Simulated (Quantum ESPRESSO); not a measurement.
# Mo3WSe3S5: input and log of a self-consistent run

Computed values, not a measurement. The program is pw.x of Quantum ESPRESSO 7.5 (plane-wave density functional theory). The cell is made up: 12 atoms on a layered 2H lattice, with randomly drawn elements, strain and displacements, not relaxed. PseudoDojo standard norm-conserving files (v0.5 for PBE, v0.4.1 for LDA and PBEsol) set the functional; there is no spin polarisation, spin-orbit coupling or dispersion term, and the masses in the input are unused placeholders. A spin-polarised start on this cell or one of its family kept no moment above 0.05 Bohr magneton at the same smearing; a narrower smearing was not tried.

Input:

```
&control calculation='scf', pseudo_dir='./dojo.nc.sr.pbe.v0_5.standard.upf', outdir='./o', disk_io='low', tprnfor=.true., tstress=.true. /
&system ibrav=0, nat=12, ntyp=4, nbnd=73, ecutwfc=85.99341389, nosym=.true., tot_charge=0,
 occupations='smearing', smearing='fd', degauss=0.0018374661
/
&electrons conv_thr=7.350e-09, electron_maxstep=60, /
ATOMIC_SPECIES
Mo 1.0 Mo.upf
S 1.0 S.upf
Se 1.0 Se.upf
W 1.0 W.upf
CELL_PARAMETERS angstrom
3.1744 -0.0065 0.0081
-0.0113 5.6969 0.0363
0.0323 0.0834 12.6235
ATOMIC_POSITIONS angstrom
Mo 0.0653 1.9399 3.2308
Mo 1.5628 0.9653 9.4849
Mo 1.5673 4.7556 3.1937
W 0.0875 3.8346 9.4399
Se 0.1724 2.0014 7.8755
S -0.0555 2.0351 11.0812
Se 1.5655 0.9006 1.5949
S 1.5491 0.9636 4.6489
S 1.6421 4.7273 7.9975
Se 1.6169 4.844 11.07
S -0.1162 3.8506 1.5793
S -0.035 3.7642 4.7729
K_POINTS automatic
7 4 2 1 1 1
```

The log is shortened where brackets say so; the opening notice, blank lines, dates and the lines on written files are dropped, and the path of the files is cut. It prints rydbergs, bohrs and kilobars, and counts compression as positive stress. With no partly filled state, the Fermi energy that it prints is only some level between the filled and the empty states on the mesh, and need not lie in the true gap.

```
     Program PWSCF v.7.5
     Parallel version (MPI & OpenMP), running on       4 processor cores
     Number of MPI processes:                 4
     Threads/MPI process:                     1
     [start-up lines left out]
     bravais-lattice index     =            0
     lattice parameter (alat)  =       5.9988  a.u.
     unit-cell volume          =    1540.4717 (a.u.)^3
     number of atoms/cell      =           12
     number of atomic types    =            4
     number of electrons       =       134.00
     number of Kohn-Sham states=           73
     kinetic-energy cutoff     =      85.9934  Ry
     charge density cutoff     =     343.9737  Ry
     scf convergence threshold =      7.3E-09
     mixing beta               =       0.7000
     number of iterations used =            8  plain     mixing
     Exchange-correlation= PBE
                           (   1   4   3   4   0   0   0)
     [axes and pseudopotential details left out]
   Cartesian axes
     site n.     atom                  positions (alat units)
         1        Mo     tau(   1) = (   0.0205707   0.6111043   1.0177617  )
         2        Mo     tau(   2) = (   0.4923109   0.3040873   2.9879187  )
         3        Mo     tau(   3) = (   0.4937285   1.4981019   1.0060745  )
         4        W      tau(   4) = (   0.0275641   1.2079698   2.9737429  )
         5        Se     tau(   5) = (   0.0543092   0.6304780   2.4809280  )
         6        S      tau(   6) = (  -0.0174835   0.6410941   3.4907827  )
         7        Se     tau(   7) = (   0.4931614   0.2837056   0.5024230  )
         8        S      tau(   8) = (   0.4879951   0.3035518   1.4644894  )
         9        S      tau(   9) = (   0.5172918   1.4891868   2.5193603  )
        10        Se     tau(  10) = (   0.5093534   1.5259495   3.4872545  )
        11        S      tau(  11) = (  -0.0366051   1.2130101   0.4975087  )
        12        S      tau(  12) = (  -0.0110256   1.1857925   1.5035517  )
     number of k points=    28  Fermi-Dirac smearing, width (Ry)=  0.0018
                       cart. coord. in units 2pi/alat
        k(    1) = (   0.0714123   0.0693974   0.0622260), wk =   0.0714286
        k(    2) = (   0.0717348   0.0701993  -0.0635145), wk =   0.0714286
     [further k points left out]
     Dense  grid:   165963 G-vectors     FFT dimensions: (  36,  64, 144)
     Estimated max dynamical RAM per process >     472.58 MB
     Estimated total dynamical RAM >       1.73 GB
     Initial potential from superposition of free atoms
     starting charge     133.9948, renormalised to     134.0000
     Starting wfcs are   87 randomized atomic wfcs
     total cpu time spent up to now is        7.9 secs
     per-process dynamical memory:   339.8 Mb
     Self-consistent Calculation
     iteration #  1     ecut=    85.99 Ry     beta= 0.70
     Davidson diagonalization with overlap
     ethr =  1.00E-02,  avg # of iterations =  2.0
     total cpu time spent up to now is       23.6 secs
     total energy              =   -1410.51131769 Ry
     estimated scf accuracy    <       1.46782775 Ry
     iteration #  2     ecut=    85.99 Ry     beta= 0.70
     Davidson diagonalization with overlap
     ethr =  1.10E-03,  avg # of iterations =  9.5
     total cpu time spent up to now is       49.9 secs
     total energy              =   -1407.97417151 Ry
     estimated scf accuracy    <      30.24193804 Ry
     iteration #  3     ecut=    85.99 Ry     beta= 0.70
     Davidson diagonalization with overlap
     ethr =  1.10E-03,  avg # of iterations = 10.2
     total cpu time spent up to now is       74.8 secs
     total energy              =   -1409.19416927 Ry
     estimated scf accuracy    <      50.45873802 Ry
     iteration #  4     ecut=    85.99 Ry     beta= 0.70
     Davidson diagonalization with overlap
     ethr =  1.10E-03,  avg # of iterations =  7.8
     total cpu time spent up to now is       93.5 secs
     total energy              =   -1411.33645971 Ry
     estimated scf accuracy    <       0.49027885 Ry
     iteration #  5     ecut=    85.99 Ry     beta= 0.70
     Davidson diagonalization with overlap
     ethr =  3.66E-04,  avg # of iterations =  7.6
     total cpu time spent up to now is      113.0 secs
     total energy              =   -1411.39183825 Ry
     estimated scf accuracy    <       0.17495611 Ry
     [iterations 6 to 17 left out]
     iteration # 18     ecut=    85.99 Ry     beta= 0.70
     Davidson diagonalization with overlap
     ethr =  3.06E-10,  avg # of iterations =  5.7
     total cpu time spent up to now is      345.2 secs
     total energy              =   -1411.41824367 Ry
     estimated scf accuracy    <       0.00000060 Ry
     iteration # 19     ecut=    85.99 Ry     beta= 0.70
     Davidson diagonalization with overlap
     ethr =  3.06E-10,  avg # of iterations =  2.1
     total cpu time spent up to now is      359.6 secs
     total energy              =   -1411.41824368 Ry
     estimated scf accuracy    <       0.00000033 Ry
     iteration # 20     ecut=    85.99 Ry     beta= 0.70
     Davidson diagonalization with overlap
     ethr =  2.46E-10,  avg # of iterations =  1.2
     total cpu time spent up to now is      371.8 secs
     total energy              =   -1411.41824367 Ry
     estimated scf accuracy    <       0.00000016 Ry
     iteration # 21     ecut=    85.99 Ry     beta= 0.70
     Davidson diagonalization with overlap
     ethr =  1.18E-10,  avg # of iterations =  2.4
     total cpu time spent up to now is      384.9 secs
     total energy              =   -1411.41824368 Ry
     estimated scf accuracy    <       0.00000004 Ry
     iteration # 22     ecut=    85.99 Ry     beta= 0.70
     Davidson diagonalization with overlap
     ethr =  3.25E-11,  avg # of iterations =  4.5
     total cpu time spent up to now is      400.7 secs
     End of self-consistent calculation
          k = 0.0714 0.0694 0.0622 ( 20717 PWs)   bands (ev):
   -62.6763 -49.8764 -49.8086 -49.6147 -36.4487 -36.4461 -36.3933 -36.3909
   -36.3675 -36.3047 -36.3041 -36.2856 -36.2826 -36.2637 -36.2528 -36.2358
   -36.2307 -36.2300 -36.2021 -26.9984 -26.9572 -26.8593 -24.1522 -24.0107
   -23.9327 -23.8762 -23.8532 -23.8187 -23.8028 -23.7421 -23.5926  -3.4704
    -3.1140  -2.0757  -1.8033  -1.5862  -1.4543  -1.2889  -1.2076   4.9191
     5.1466   5.3798   5.6889   6.2114   6.3498   6.8147   7.1848   7.8805
     7.9500   8.0239   8.1746   8.3417   8.5390   8.6201   8.9531   9.0923
     9.1409   9.2955   9.4046   9.5872   9.9110  10.0210  10.2819  10.5102
    10.6832  11.1652  11.6257  12.9791  13.2066  13.2996  13.4262  13.5827
    13.6802
     [levels at the other k points left out]
     the Fermi energy is    12.0955 ev
!    total energy              =   -1411.41824368 Ry
     estimated scf accuracy    <          6.3E-09 Ry
     smearing contrib. (-TS)   =      -0.00000000 Ry
     internal energy E=F+TS    =   -1411.41824368 Ry
     The total energy is F=E-TS. E is the sum of the following terms:
     one-electron contribution =    -823.73844947 Ry
     hartree contribution      =     460.29707209 Ry
     xc contribution           =    -272.19068605 Ry
     ewald contribution        =    -775.78618025 Ry
     convergence has been achieved in  22 iterations
     Forces acting on atoms (cartesian axes, Ry/au):
     atom    1 type  1   force =    -0.08992060    0.02789130   -0.05176579
     atom    2 type  1   force =     0.07906673    0.05956993    0.03252830
     atom    3 type  1   force =    -0.03031251   -0.05496299    0.03079008
     atom    4 type  4   force =    -0.05199539   -0.00510622    0.07152068
     atom    5 type  3   force =    -0.07205438   -0.03895820   -0.09587822
     atom    6 type  2   force =     0.01231134   -0.03091179   -0.03829036
     atom    7 type  3   force =     0.02940472    0.04147089   -0.06611146
     atom    8 type  2   force =     0.04523763   -0.02414082    0.06226291
     atom    9 type  2   force =     0.01796776    0.05100453   -0.06223928
     atom   10 type  3   force =     0.01424945   -0.03558785    0.09025604
     atom   11 type  2   force =     0.03780842   -0.01726574    0.03548703
     atom   12 type  2   force =     0.00823684    0.02699696   -0.00855992
     Total force =     0.295536     Total SCF correction =     0.000593
     Computing stress (Cartesian axis) and pressure
          total   stress  (Ry/bohr**3)                   (kbar)     P=       64.71
   0.00043625  -0.00006803   0.00012054           64.17      -10.01       17.73
  -0.00006803   0.00019187  -0.00018820          -10.01       28.23      -27.68
   0.00012054  -0.00018820   0.00069151           17.73      -27.68      101.73
     init_run     :      7.40s CPU      7.68s WALL (       1 calls)
     electrons    :    385.69s CPU    392.79s WALL (       1 calls)
     forces       :      3.06s CPU      3.11s WALL (       1 calls)
     stress       :     10.35s CPU     10.57s WALL (       1 calls)
     [timing details left out]
     PWSCF        :   6m46.81s CPU   6m54.58s WALL
     JOB DONE.
```

In other units: free energy -19203.323 eV for the cell, pressure 6.47 GPa, largest force component 2.465 eV/Å. A rerun of a related cell, with the same atoms placed differently, at a cutoff of 1467 eV and k mesh 9 x 6 x 4 moved values by no more than 0.003 eV in energy, 0.02 GPa in stress and 0.004 eV/Å in force.